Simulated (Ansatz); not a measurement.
InP (zinc blende)

```xyz
2
Lattice="0.0000 2.9537 2.9537 2.9537 0.0000 2.9537 2.9537 2.9537 0.0000" Properties=species:S:1:pos:R:3 pbc="T T T"
P      4.4305     4.4305     4.4305
In     0.0000     0.0000     0.0000
```

Calculation: r2SCAN (plane waves to 500 eV, PAW, scalar-relativistic; Ansatz, a quantum-chemistry and plane-wave program). Harmonic phonons by density-functional perturbation theory on a 10×10×10 k mesh, in cm⁻¹; i marks imaginary ones, q is in fractions of the reciprocal vectors of the cell shown, and the three acoustic modes at Γ are left out. The non-analytic (LO-TO) term is not included, so polar modes at Γ have their transverse values. InP was relaxed with its symmetry unable to fall. The PAW data are Ansatz's earlier set.

**Question.** Is the structure dynamically stable at Γ, L = (0.5, 0.0, 0.0), X = (0.5, 0.5, 0.0)?

**Answer.** No imaginary mode at these points (lowest 55 cm⁻¹ at L = (0.5, 0.0, 0.0)); other wave vectors were not tested.

**Question.** List the wavenumbers at Γ, L = (0.5, 0.0, 0.0), X = (0.5, 0.5, 0.0), with degeneracies.

**Answer.** 
| q | wavenumbers (cm⁻¹) |
|---|---|
| Γ | 296 (×3) |
| L = (0.5, 0.0, 0.0) | 55 (×2), 165, 304 (×2), 330 |
| X = (0.5, 0.5, 0.0) | 69 (×2), 178, 314 (×2), 324 |
